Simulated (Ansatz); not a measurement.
As:
```yaml
crystal:
  lattice:
    - [3.09507, 0.00000, 0.00000]
    - [-1.54754, 2.68041, 0.00000]
    - [0.00000, 0.00000, 4.64549]
  atoms:
    - { symbol: As, position: [0.33333, 0.66667, 0.25000] }
    - { symbol: As, position: [0.66667, 0.33333, 0.75000] }
```

Relaxed with PBE. Special points in fractions of this cell's reciprocal vectors: Γ (0.000, 0.000, 0.000); M (0.500, 0.000, 0.000); K (0.333, 0.333, 0.000); A (0.000, 0.000, 0.500); L (0.500, 0.000, 0.500); H (0.333, 0.333, 0.500).

List the band energies nearest the Fermi level at these points for DFT-PBE in the program Ansatz with PAW potentials.

In eV from the Fermi level; about four levels below and three above (degenerate sets whole), none deeper than 8.9 eV; … stands for higher levels left out; points with the same levels are listed once.

```csv
k,below,above
Γ,-6.40,2.96 2.96 4.99 4.99
M,-2.66 -2.58 -0.16 -0.09,4.13 …
K,-2.00 -2.00 -0.94 -0.94 -0.37,…
A,–,0.15 0.15 3.99 3.99 3.99 3.99
L,-6.04 -6.04,1.40 1.40 2.49 2.49
H,-5.06 -5.06 -3.57 -3.57,4.22 4.22 …
```

Space group P6_3/mmc (hcp (Mg type)). A made-up cell: these elements were put on the sites of a structure type; neither database checked (COD, Materials Project) lists it. It is not the phase usual at ambient conditions (space group No. 166). The cell was relaxed with PBE under the symmetry of its start; whether a distortion lowers the energy is not shown. Spin–orbit coupling is left out wherever it is not named.

Potentials: the later of the program's two PAW sets.
